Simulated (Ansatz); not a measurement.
Input, command and steps of an Ansatz relaxation.

```yaml
crystal:
  lattice:
    - [3.6054409967, 0.0, 0.0]
    - [-1.8027204983, 3.122403495, 0.0]
    - [0.0, 0.0, 15.2491262331]
  atoms:
    - { symbol: Te, position: [0.3333333333, 0.6666666667, 0.6316487275] }
    - { symbol: Te, position: [0.6666666667, 0.3333333333, 0.1316487275] }
    - { symbol: Te, position: [0.3333333333, 0.6666666667, 0.8683512725] }
    - { symbol: Te, position: [0.6666666667, 0.3333333333, 0.3683512725] }
    - { symbol: Mo, position: [0.3333333333, 0.6666666667, 0.25] }
    - { symbol: Mo, position: [0.6666666667, 0.3333333333, 0.75] }
basis:
  ecutwfc: 500
kpoints:
  mp_grid: { grid: [12, 12, 2] }
hamiltonian:
  xc: r2scan
scf:
  occupations: { method: gaussian, width: 0.02 }
output:
  forces: true
  stress: true
  eigenvalues: true
relax:
  adjacent_minimum: "off"
  f_tol: 0.01
  max_steps: 30
  cell: { stress_tol: 0.1, fix: [volume] }
```

```bash
ansatz run input.yaml --threads 2 --pin off --max-ram 5120MiB --backend cpu --events-out ev --progress --plain --runs-dir out
```

All numbers below come from DFT r2SCAN, scalar-relativistic, plane waves, PAW (Ansatz).

The volume is held at 1.06 times that of the relaxed cell.

Of 5 frames 4 are shown, positions in Å and forces in eV/Å; the SCF threshold varies from step to step. Steps run on the plane waves of an earlier cell, with a Pulay correction in the pressure. The basis is chosen afresh for the last frame, the zero of the energies, and at times for earlier ones too; energy and pressure step there, also at an unchanged geometry. The mark taken_back stands on steps that the optimiser undid.

```xyz
6
Lattice="3.6054 0.0000 0.0000 -1.8027 3.1224 0.0000 0.0000 0.0000 15.2491" Properties=species:S:1:pos:R:3:forces:R:3 pbc="T T T" step=1 free_energy_over_end_meV_per_atom=5.55 pressure_GPa=-2.73
Te    0.0000    2.0816    9.6321    0.0000    0.0000    0.3799
Te    1.8027    1.0408    2.0075    0.0000    0.0000    0.3799
Te    0.0000    2.0816   13.2416    0.0000    0.0000   -0.3799
Te    1.8027    1.0408    5.6170    0.0000    0.0000   -0.3799
Mo    0.0000    2.0816    3.8123    0.0000    0.0000    0.0000
Mo    1.8027    1.0408   11.4368    0.0000    0.0000    0.0000
6
Lattice="3.5787 0.0000 0.0000 -1.7893 3.0992 0.0000 0.0000 0.0000 15.4779" Properties=species:S:1:pos:R:3:forces:R:3 pbc="T T T" step=2 free_energy_over_end_meV_per_atom=26.84 pressure_GPa=3.53 taken_back
Te    0.0000    2.0662    9.8955    0.0000    0.0000   -1.1347
Te    1.7893    1.0331    2.1566    0.0000    0.0000   -1.1347
Te    0.0000    2.0662   13.3213    0.0000    0.0000    1.1347
Te    1.7893    1.0331    5.5824    0.0000    0.0000    1.1347
Mo    0.0000    2.0662    3.8695    0.0000    0.0000    0.0000
Mo    1.7893    1.0331   11.6084    0.0000    0.0000    0.0000
6
Lattice="3.5798 0.0000 0.0000 -1.7899 3.1002 0.0000 0.0000 0.0000 15.4686" Properties=species:S:1:pos:R:3:forces:R:3 pbc="T T T" step=3 free_energy_over_end_meV_per_atom=0.19 pressure_GPa=-0.96
Te    0.0000    2.0668    9.8107    0.0000    0.0000    0.0700
Te    1.7899    1.0334    2.0764    0.0000    0.0000    0.0700
Te    0.0000    2.0668   13.3922    0.0000    0.0000   -0.0700
Te    1.7899    1.0334    5.6579    0.0000    0.0000   -0.0700
Mo    0.0000    2.0668    3.8671    0.0000    0.0000    0.0000
Mo    1.7899    1.0334   11.6014    0.0000    0.0000    0.0000
6
Lattice="3.5736 0.0000 0.0000 -1.7868 3.0948 0.0000 0.0000 0.0000 15.5221" Properties=species:S:1:pos:R:3:forces:R:3 pbc="T T T" step=5 free_energy_over_end_meV_per_atom=0.00 pressure_GPa=-0.52
Te    0.0000    2.0632    9.8541    0.0000    0.0000   -0.0057
Te    1.7868    1.0316    2.0930    0.0000    0.0000   -0.0057
Te    0.0000    2.0632   13.4291    0.0000    0.0000    0.0057
Te    1.7868    1.0316    5.6680    0.0000    0.0000    0.0057
Mo    0.0000    2.0632    3.8805    0.0000    0.0000    0.0000
Mo    1.7868    1.0316   11.6416    0.0000    0.0000    0.0000
```

Time: 64 s on 2 threads of Intel(R) Xeon(R) Platinum 8488C (Sapphire Rapids), on a shared host, peak memory 1.1 GiB.

The cell holds layers, and r2SCAN describes their binding at middle range but leaves out its long-range dispersion part.